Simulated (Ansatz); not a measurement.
Values for one crystal, relaxed and computed with r²SCAN+D4 (plane waves, PAW; program Ansatz); other levels are named.

| Property | Value |
|---|---|
| Volume per atom | 7.80 Å³ |
| Band gap | 7.71 eV (direct) |
| Valence-band maximum | at Γ |
| Debye temperature from the elastic constants | 405 K |
| Hole effective mass, band 1 of 3 at the edge | 12 along [110], 8.9 along [111] (mₑ) |
| Electron effective mass | 0.55 mₑ (isotropic) |
| Bulk modulus (Birch–Murnaghan fit) | 30.0 GPa |

**Question.** Which of these materials gives this?
A. SiH8N2F6, Fm-3m (Si on 4a, H on 32f, N on 8c, F on 24e)
B. SnSe, Pnma (Sn on 4c, Se on 4c)
C. BN, P6_3/mmc (B on 2c, N on 2d)
D. HgIBr, Cmc2_1 (Hg on 4a, I on 4a, Br on 4a)

**Answer.** A, SiH8N2F6, Fm-3m (Si on 4a, H on 32f, N on 8c, F on 24e)

The start of the workflow was typed in or built on a structure type; neither database checked (COD, Materials Project) lists it. COD files the formula under space group No. 186, so this cell is another polymorph or a model. Its standing as an ambient phase is unchecked. Symmetry was held in the r²SCAN+D4 relaxation; its stability against distortions is not shown here. The volume moved by -22 % from the start of the relaxation.

Potentials: the later of the program's two PAW sets.
